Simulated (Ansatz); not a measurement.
Ba, fcc: geometry optimisation

Theory: DFT, r2SCAN, plane waves (500 eV) with PAW, scalar-relativistic (Ansatz). (PAW data from PBE, frozen cores regenerated.)

k-point mesh 9×9×9, Fermi-Dirac smearing 0.1 eV, no spin polarisation. Cell and atoms relax.

Starting structure:

```
Ba
1.0
     0.00000    3.14980    3.14980
     3.14980    0.00000    3.14980
     3.14980    3.14980    0.00000
Ba
1
Cartesian
  0.0000 0.0000 0.0000
```

**Question.** The pressure at the start is 0.6 GPa. By how much does the volume change?

**Answer.** From 62.50 to 66.97 Å³ per atom, 7.1 %. The final cell has a = 6.446 Å.

**Question.** How much energy does the relaxation gain?

**Answer.** 8.3 meV per atom.

Path of the relaxation (the plane waves are chosen anew near the end, which can shift the energy a little):

| step | E − E(final) (meV/atom) | V (Å³/atom) | P (GPa) | max force (eV/Å) |
| --- | --- | --- | --- | --- |
| 0 | 8.26 | 62.500 | 0.59 | 0.000 |
| 1 | 4.77 | 63.584 | 0.44 | 0.000 |
| 2 | 0.06 | 66.968 | 0.02 | 0.000 |
| 3 | 0.00 | 66.968 | 0.02 | 0.000 |
